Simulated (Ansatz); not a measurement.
BW:
Space group Fm-3m (No. 225); a = 4.4361 Å, b = 4.4361 Å, c = 4.4361 Å, α = 90.00°, β = 90.00°, γ = 90.00°

```csv
atom,site,symmetry,x,y,z
B,4a,m-3m,0.0000,0.0000,0.0000
W,4b,m-3m,0.5000,0.5000,0.5000
```
(The calculation used a cell of 2 atoms; values per cell refer to that cell.)

Relaxed with PBEsol.

Task: Which orbitals make up the states near the Fermi level in DFT-PBEsol in the program Ansatz with PAW potentials?

Result: Within 0.5 eV of the Fermi level: W 5d 68 %, B 2p 26 %. Projections are on Löwdin-orthogonalised atomic valence shells; empty p or d shells of many metals are not among them.

Task: Tabulate the density of states.

Result: States/eV per cell of 2 atoms, in 0.25 eV bins, energy from the Fermi level.

| E (eV) | total | W 5d | B 2p | B 2s |
|---|---|---|---|---|
| -7.85 | 0.35 | 0.14 | 0.05 | 0.13 |
| -7.60 | 0.00 | 0.00 | 0.00 | 0.00 |
| -7.35 | 0.12 | 0.05 | 0.02 | 0.04 |
| -7.10 | 0.33 | 0.13 | 0.07 | 0.09 |
| -6.85 | 0.55 | 0.23 | 0.14 | 0.13 |
| -6.60 | 0.71 | 0.31 | 0.20 | 0.14 |
| -6.35 | 0.74 | 0.34 | 0.23 | 0.10 |
| -6.10 | 0.79 | 0.38 | 0.25 | 0.09 |
| -5.85 | 0.85 | 0.42 | 0.29 | 0.07 |
| -5.60 | 0.91 | 0.45 | 0.33 | 0.06 |
| -5.35 | 0.83 | 0.43 | 0.30 | 0.05 |
| -5.10 | 0.97 | 0.66 | 0.24 | 0.03 |
| -4.85 | 1.14 | 0.74 | 0.34 | 0.03 |
| -4.60 | 5.08 | 2.86 | 1.88 | 0.15 |
| -4.35 | 2.14 | 1.29 | 0.76 | 0.03 |
| -4.10 | 1.86 | 1.14 | 0.67 | 0.02 |
| -3.85 | 1.72 | 1.06 | 0.61 | 0.02 |
| -3.60 | 1.13 | 0.71 | 0.38 | 0.02 |
| -3.35 | 0.87 | 0.55 | 0.29 | 0.01 |
| -3.10 | 0.72 | 0.46 | 0.24 | 0.01 |
| -2.85 | 0.61 | 0.38 | 0.20 | 0.01 |
| -2.60 | 0.52 | 0.34 | 0.17 | 0.01 |
| -2.35 | 0.48 | 0.31 | 0.15 | 0.00 |
| -2.10 | 0.44 | 0.31 | 0.12 | 0.00 |
| -1.85 | 0.33 | 0.22 | 0.10 | 0.00 |
| -1.60 | 0.41 | 0.30 | 0.10 | 0.00 |
| -1.35 | 0.43 | 0.32 | 0.10 | 0.00 |
| -1.10 | 0.45 | 0.33 | 0.10 | 0.00 |
| -0.85 | 0.50 | 0.37 | 0.11 | 0.01 |
| -0.60 | 0.64 | 0.49 | 0.13 | 0.01 |
| -0.35 | 0.74 | 0.54 | 0.17 | 0.02 |
| -0.10 | 1.01 | 0.62 | 0.32 | 0.03 |
| 0.15 | 1.01 | 0.67 | 0.28 | 0.03 |
| 0.40 | 1.00 | 0.72 | 0.21 | 0.03 |
| 0.65 | 1.03 | 0.79 | 0.18 | 0.02 |
| 0.90 | 1.15 | 0.91 | 0.16 | 0.02 |
| 1.15 | 1.16 | 0.96 | 0.13 | 0.02 |
| 1.40 | 1.01 | 0.88 | 0.09 | 0.02 |
| 1.65 | 1.65 | 1.43 | 0.13 | 0.04 |
| 1.90 | 1.66 | 1.42 | 0.16 | 0.04 |
| 2.15 | 1.42 | 1.22 | 0.14 | 0.03 |
| 2.40 | 0.78 | 0.61 | 0.14 | 0.01 |
| 2.65 | 0.45 | 0.23 | 0.17 | 0.03 |
| 2.90 | 0.98 | 0.60 | 0.27 | 0.05 |
| 3.15 | 3.11 | 1.93 | 0.77 | 0.11 |
| 3.40 | 1.72 | 0.94 | 0.57 | 0.08 |
| 3.65 | 1.27 | 0.62 | 0.51 | 0.06 |
| 3.90 | 1.13 | 0.51 | 0.51 | 0.04 |
| 4.15 | 0.91 | 0.38 | 0.43 | 0.03 |
| 4.40 | 0.55 | 0.22 | 0.25 | 0.02 |
| 4.65 | 0.55 | 0.22 | 0.24 | 0.03 |

The start of the workflow was typed in or built on a structure type; neither database checked (COD, Materials Project) lists it. COD files the formula under space group No. 141. Its standing as an ambient phase is unchecked. The cell was relaxed with PBEsol under the symmetry of its start; its stability against distortions is not shown here. The run is not spin-polarised. The volume moved by -19 % from the start of the relaxation. Scalar-relativistic: spin–orbit coupling is off unless named, which matters more the heavier the elements.

Potentials: the earlier of the program's two PAW sets. The files were generated under PBE; for other functionals the program regenerates the frozen cores, and for LDA and PBEsol the local potential too.
